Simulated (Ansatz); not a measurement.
The calculation used DFT PBE, scalar-relativistic, plane waves, PAW, and for the lanthanide a 4f-in-core norm-conserving potential (Ansatz 0.2.0). Cutoff 690 eV, Γ-centred meshes of about 0.25 Å⁻¹ or finer for metals and 0.3 Å⁻¹ for insulators (2π included), Gaussian smearing. No spin polarisation.

Relaxed structures of KTmI₄, with energies over the first row. Coordination counts I atoms around K and Tm (those within 1.25 times the shortest such distance or 1.15 times the sum of covalent radii, 1.27 where that leaves under three; a plus sign parts nearer from farther groups).

| # | form | sites | V (Å³/atom) | coordination | ΔE (meV/atom) |
| --- | --- | --- | --- | --- | --- |
| 1 | P2/m | K 1h; Tm 1a; I 2n, 2m | 47.3 | K 4+2, Tm 6 | 0 |
| 2 | R3m | K 3a; Tm 3a; I 9b, 3a | 71.6 | K 4, Tm 4 | 108 |

A further structure, relaxed alike:

Space group P4/mmm (No. 123). a = 5.421 Å, b = 5.421 Å, c = 8.449 Å, α = 90.00°, β = 90.00°, γ = 90.00°
```csv
atom,site,symmetry,x,y,z
K,1d,4/mmm,0.5000,0.5000,0.5000
Tm,1a,4/mmm,0.0000,0.0000,0.0000
I,4i,2mm.,0.5000,0.0000,0.7841
```

Question: Where does it fall in the ranking, and at what energy?

Answer: It is the highest, 179 meV/atom above row 1, with space group P4/mmm (No. 123) and 41.4 Å³/atom. Counting I atoms around K and Tm, this cell has K 8, Tm 8 and row 1 has K 4+2, Tm 6. K has 8 I at 3.62 Å; around Tm lie 8 I at 3.27 Å; I is surrounded by 2 Tm at 3.27 Å, 2 K at 3.62 Å and 5 I at 3.65–3.83 Å.

Weakly bound directions are ill-defined at this level, which has no dispersion term (R3m), and this can change margins and order among such cells. Spin–orbit coupling, which can matter for I, is left out. With atoms moved at random, row 1 came back. Row 2 and the further cell had no clear such test and can be saddle points.

The lanthanide is trivalent by construction, without f bands, f moments or other valences.
